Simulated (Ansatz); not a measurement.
The start is a relaxed CdIn2O4 cell shaken by Gaussian noise of σ = 0.08 Å a coordinate. The structure is fully relaxed (lattice and positions, P = 0) with r2SCAN (plane waves to 500 eV, PAW, scalar-relativistic; Ansatz, an electronic-structure program). The first steps use a coarse 5×5×7 k-mesh.

Input geometry:
```
CdIn2O4
1.0
   -2.53170     2.53170     4.88193
    2.53170    -2.53170     4.88193
    2.53170     2.53170    -4.88193
In Cd O
2 1 4
Direct
  0.50525   0.49289   0.99431
  0.26472   0.74535   0.51007
  0.97851   0.99416   0.99783
  0.35823   0.82358   0.92625
  0.90923   0.39625   0.06135
  0.17172   0.08489   0.49452
  0.56454   0.65900   0.44360
```

```yaml
initial_pressure: "+3.3 GPa (positive: the cell is compressed)"
largest_initial_force: 3.19 eV/Å, on O4 (atoms numbered as listed)
volume_change: -27.6 %, from 17.88 to 12.95 Å³/atom
Shortest distances (start → end): "The closest pairs of elements (up to four, under 3.6 Å), start → end: In–O 1.91 → 2.14 Å; Cd–O 2.09 → 2.12 Å; O–O 2.94 → 2.73 Å; In–In 3.46 → 3.05 Å"
band_gap_at_the_end: 0.96 eV, direct at Γ (no spin-orbit coupling)
optimiser_moves: 32
```

The end point of the relaxation:

```cif
data_Cd2In4O8
_chemical_formula_sum 'In4 Cd2 O8'
_space_group_name_H-M_alt 'Imm2'
_space_group_IT_number 44
_space_group_name_Hall 'I 2 -2'
_cell_length_a 3.24994
_cell_length_b 9.77114
_cell_length_c 5.71003
_cell_angle_alpha 90.000
_cell_angle_beta 90.000
_cell_angle_gamma 90.000
loop_
_atom_site_label
_atom_site_type_symbol
_atom_site_symmetry_multiplicity
_atom_site_Wyckoff_symbol
_atom_site_fract_x
_atom_site_fract_y
_atom_site_fract_z
_atom_site_occupancy
In1 In 4 d 0.00000 0.15615 0.21300 1
Cd1 Cd 2 b 0.00000 0.50000 0.20548 1
O1 O 4 d 0.00000 0.22580 0.57055 1
O2 O 2 a 0.00000 0.00000 0.95080 1
O3 O 2 b 0.50000 0.00000 0.33446 1
```
(The calculation used a cell of 7 atoms; values per cell refer to that cell.)

Final values are on a 12×12×12 k-mesh of the relaxed cell. No spin polarisation in the result.

The relaxed structure here is a generated cell of CdIn2O4: the first start was made by placing the elements on the sites of a structure type, and the end was not matched to a known phase here, so it may be hypothetical.
